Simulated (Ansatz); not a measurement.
Input, command and steps of an Ansatz relaxation.

```yaml
crystal:
  lattice:
    - [2.750397069, -4.6783488765, -0.0336563037]
    - [2.6305697064, 4.6091665279, -0.0582974975]
    - [-0.147126082, -0.0227625601, 8.8954285932]
  atoms:
    - { symbol: Cu, position: [0.3460854923, 0.1829250899, 0.1254866248] }
    - { symbol: Cu, position: [0.3337563601, 0.1610234196, 0.6251891628] }
    - { symbol: Cu, position: [0.3404512491, 0.6866712699, 0.1115853988] }
    - { symbol: Cu, position: [0.3251536974, 0.6612029297, 0.6283679252] }
    - { symbol: Cu, position: [0.8443366643, 0.6793506188, 0.1143364836] }
    - { symbol: Cu, position: [0.1565099883, 0.3130045598, 0.3846899177] }
    - { symbol: Cu, position: [0.6534072413, 0.831131075, 0.873310313] }
    - { symbol: Cu, position: [0.1649583583, 0.8342792109, 0.8734778971] }
    - { symbol: Ru, position: [0.839665894, 0.1534744744, 0.6356068993] }
    - { symbol: Ru, position: [0.8297162969, 0.6700838925, 0.622806946] }
    - { symbol: Rh, position: [0.6590988008, 0.3119679838, 0.3890376255] }
    - { symbol: Rh, position: [0.1663128961, 0.3298019989, 0.8699779586] }
    - { symbol: Pt, position: [0.6588942945, 0.3390526337, 0.8681860402] }
    - { symbol: Pt, position: [0.153793441, 0.8188104726, 0.3697736481] }
    - { symbol: Au, position: [0.8548285075, 0.1889372546, 0.124775834] }
    - { symbol: Au, position: [0.6438571876, 0.8027706675, 0.3673187707] }
  symmetry: { detect: false }
basis:
  ecutwfc: 420
kpoints:
  mp_grid: { grid: [5, 5, 3] }
hamiltonian:
  xc: pbe
scf:
  occupations: { method: gaussian, width: 0.1 }
  lower_state_search: "off"
output:
  forces: true
  stress: true
  eigenvalues: true
relax:
  adjacent_minimum: "off"
  f_tol: 0.04
  max_steps: 25
  cell: { stress_tol: 0.3 }
```

```bash
ansatz run input.yaml --threads 4 --pin off --max-ram 9216MiB --backend cpu --events-out ev --progress --plain --runs-dir out
```

Method: DFT PBE, scalar-relativistic, plane waves, PAW (Ansatz).

Of 4 frames 3 are shown, positions in Å and forces in eV/Å; the SCF threshold varies from step to step. Steps run on the plane waves of an earlier cell, with a Pulay correction in the pressure. The basis is chosen afresh for the last frame, the zero of the energies, and at times for earlier ones too; energy and pressure step there, also at an unchanged geometry.

```xyz
16
Lattice="2.7504 -4.6783 -0.0337 2.6306 4.6092 -0.0583 -0.1471 -0.0228 8.8954" Properties=species:S:1:pos:R:3:forces:R:3 pbc="T T T" step=1 free_energy_over_end_meV_per_atom=1.25 pressure_GPa=-0.07
Cu    1.4146   -0.7788    1.0939   -0.0034    0.0040    0.0014
Cu    1.2496   -0.8335    5.5407   -0.0105   -0.0308   -0.0229
Cu    2.7263    1.5697    0.9411    0.0054   -0.0159    0.0139
Cu    2.5412    1.5121    5.5401    0.0373    0.0230   -0.0202
Cu    4.0925   -0.8215    0.9490   -0.0015    0.0060    0.0002
Cu    1.1972    0.7017    3.3985    0.0179    0.0011   -0.0261
Cu    3.8550    0.7541    7.6980   -0.0311   -0.0225    0.0106
Cu    2.5198    3.0537    7.7158   -0.0005   -0.0031   -0.0041
Ru    2.6196   -3.2353    5.6168   -0.1532    0.1679   -0.1950
Ru    3.9531   -0.8074    5.4731    0.1239   -0.1290    0.1687
Rh    2.5762   -1.6544    3.4203   -0.0134   -0.0744    0.2673
Rh    1.1970    0.7222    7.7140   -0.0220    0.0145   -0.0273
Pt    2.5764   -1.5395    7.6809    0.0338   -0.0287   -0.0810
Pt    2.5225    3.0461    3.2364    0.0279    0.0271   -0.0445
Au    2.8298   -3.1312    1.0701   -0.0038   -0.0001    0.0028
Au    3.8286    0.6796    3.1990   -0.0067    0.0611   -0.0439
16
Lattice="2.7528 -4.6935 -0.0309 2.6290 4.6218 -0.0639 -0.1526 -0.0309 8.8610" Properties=species:S:1:pos:R:3:forces:R:3 pbc="T T T" step=2 free_energy_over_end_meV_per_atom=0.13 pressure_GPa=0.05
Cu    1.4159   -0.7832    1.0909    0.0017    0.0131   -0.0049
Cu    1.2450   -0.8373    5.5180   -0.0182    0.0115    0.0054
Cu    2.7238    1.5714    0.9359   -0.0076   -0.0142   -0.0072
Cu    2.5389    1.5110    5.5105    0.0113    0.0043   -0.0070
Cu    4.0922   -0.8266    0.9437    0.0006    0.0049   -0.0138
Cu    1.1991    0.7006    3.3782    0.0203   -0.0083   -0.0234
Cu    3.8455    0.7447    7.6643   -0.0256   -0.0036    0.0033
Cu    2.5164    3.0509    7.6837    0.0187   -0.0137    0.0219
Ru    2.6030   -3.2408    5.5783    0.0099    0.0386    0.0046
Ru    3.9654   -0.8251    5.4687    0.0408    0.0206   -0.0070
Rh    2.5786   -1.6682    3.4336    0.0348   -0.0321    0.0178
Rh    1.1851    0.7178    7.6743   -0.0103   -0.0209   -0.0132
Pt    2.5730   -1.5559    7.6434   -0.0166    0.0120    0.0383
Pt    2.5238    3.0553    3.2162   -0.0092    0.0278   -0.0231
Au    2.8297   -3.1414    1.0677   -0.0022    0.0253    0.0052
Au    3.8272    0.6793    3.1827   -0.0484   -0.0653    0.0036
16
Lattice="2.7543 -4.7012 -0.0306 2.6288 4.6285 -0.0659 -0.1556 -0.0332 8.8482" Properties=species:S:1:pos:R:3:forces:R:3 pbc="T T T" step=4 free_energy_over_end_meV_per_atom=0.00 pressure_GPa=-0.02
Cu    1.4154   -0.7829    1.0894   -0.0016    0.0109    0.0035
Cu    1.2440   -0.8365    5.5094   -0.0025    0.0113   -0.0002
Cu    2.7212    1.5718    0.9333   -0.0039   -0.0078   -0.0046
Cu    2.5397    1.5139    5.4988    0.0035    0.0057   -0.0022
Cu    4.0929   -0.8273    0.9394    0.0100    0.0082   -0.0144
Cu    1.2006    0.6971    3.3683   -0.0037   -0.0082   -0.0098
Cu    3.8397    0.7438    7.6518   -0.0120    0.0068   -0.0051
Cu    2.5151    3.0509    7.6738    0.0060   -0.0123    0.0134
Ru    2.6032   -3.2407    5.5692    0.0109   -0.0085    0.0097
Ru    3.9722   -0.8251    5.4628    0.0002    0.0057    0.0028
Rh    2.5815   -1.6813    3.4336    0.0009   -0.0283   -0.0052
Rh    1.1790    0.7158    7.6607   -0.0091   -0.0028   -0.0030
Pt    2.5694   -1.5585    7.6351   -0.0027    0.0042    0.0062
Pt    2.5241    3.0593    3.2058    0.0196   -0.0182    0.0031
Au    2.8285   -3.1430    1.0665   -0.0054    0.0020    0.0090
Au    3.8214    0.6693    3.1766   -0.0100    0.0313   -0.0031
```

It took 4 min on 4 threads of Intel(R) Xeon(R) Platinum 8259CL CPU @ 2.50GHz (Skylake/Cascade Lake) (shared host), peak memory 1.9 GiB.

The k mesh is coarse. Spin–orbit coupling is left out, which can shift energies with elements as heavy as these.